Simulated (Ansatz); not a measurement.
The relaxed structure here is a generated cell of Rh: the first start was made by placing the elements on the sites of a structure type, and the end was not matched to a known phase here, so it may be hypothetical. Known forms of Rh include space group No. 225.

A relaxed cell of Rh (Im-3m (No. 229)), relaxed on a k-mesh at least as fine as the one used below. All values below come from PBEsol (plane waves to 420 eV, PAW, scalar-relativistic; Ansatz, a program for electronic structure). Γ-centred k-mesh 15×15×15 on the run's cell (coarser than for final values), Fermi–Dirac smearing 0.05 eV.

```xyz
2
Lattice="-3.0290 3.0290 3.0290 1.5145 -1.5145 1.5145 1.5145 1.5145 -1.5145" Properties=species:S:1:pos:R:3 pbc="T T T"
Rh     0.0000     0.0000     0.0000
Rh    -1.5145     1.5145     1.5145
```

The atoms are displaced along an unstable phonon of this cell by (Å):

```tsv
atom	ux	uy	uz
Rh1	0.000	0.106	-0.106
Rh2	0.000	-0.106	0.106
```

Problem. What forces (eV/Å) and pressure result?

Solution. 
| atom | Fx | Fy | Fz |
|---|---|---|---|
| Rh1 | 0.00 | 0.78 | -0.78 |
| Rh2 | 0.00 | -0.78 | 0.78 |

Pressure -1.5 GPa.

Problem. Estimate the energy cost of the displacement in the harmonic approximation and compare with the calculation.

Solution. For a harmonic well ΔE = −½ Σ F·u = -0.164 eV a cell, or -82 meV/atom. The calculated energy relative to the undisplaced cell is -0.10 eV/atom, so the harmonic estimate holds well.

The undisplaced cell is probably no minimum: from this displacement the run went on to P6₃/mmc (No. 194), 0.35 eV/atom below it.

No spin polarisation in the result. A magnetic state may lie lower.
